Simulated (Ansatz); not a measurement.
**As (R-3m), comparing deformations**

Level of theory: Ansatz, DFT PBEsol, scalar-relativistic, plane waves, PAW. The runs took a 420 eV cutoff, a Γ-centred 18×18×18 mesh and Gaussian smearing (0.15 eV). No spin polarisation. Energies are free energies at this smearing, counted from the undisturbed cell; pressure is positive in compression.

The starting cell (as given, not relaxed at this level; it stands at 0.1 GPa):

```xyz
2
Lattice="1.8797 1.0853 3.4858 -1.8797 1.0853 3.4858 0.0000 -2.1705 3.4858" Properties=species:S:1:pos:R:3 pbc="T T T"
As    0.0000    0.0000    2.3795
As    0.0000    0.0000    8.0779
```

The cell is strained by ε times a Voigt pattern (xx, yy, zz, yz, xz, xy; engineering shear) with fractional coordinates fixed. τ = (1/V0) dE/dε comes from the stress tensor. Of each scan, only the three points used here are listed.

```csv
pattern,ε,τ (GPa)
"(1, 1, 0, 0, 0, 0)",-0.0250,-11.56
"(1, 1, 0, 0, 0, 0)",0.0000,-0.92
"(1, 1, 0, 0, 0, 0)",0.0250,8.68
"(0, 0, 1, 0, 0, 0)",-0.0150,-0.71
"(0, 0, 1, 0, 0, 0)",0.0000,0.51
"(0, 0, 1, 0, 0, 0)",0.0150,1.61
"(0, 0, 0, 0, 0, 1)",-0.0200,-0.930
"(0, 0, 0, 0, 0, 1)",0.0000,0.000
"(0, 0, 0, 0, 0, 1)",0.0300,1.419
```

Task: Which constants do the scans give, and which deformation costs least for the same size of strain tensor?

Result: The slope dτ/dε at zero (parabola through three points) is pᵀCp: (1, 1, 0, 0, 0, 0) gives C11 + C22 + 2 C12 = 405 GPa; (0, 0, 1, 0, 0, 0) gives C33 = 77 GPa; (0, 0, 0, 0, 0, 1) gives C66 = 47 GPa. The size of the strain tensor, ε:ε, is ε² times 2.0, 1.0, 0.5. Per unit of it the stiffnesses are 202, 77, 94 GPa, so (0, 0, 1, 0, 0, 0) is the softest of these: at ε:ε = (1 %)² the quadratic term costs 0.51 meV/atom against 1.35 for the stiffest. These are clamped-ion values.

Forces appear on the atoms along this scan, and letting them relax would lower the energy and soften the response. In a metal these slopes depend on the k mesh and the smearing.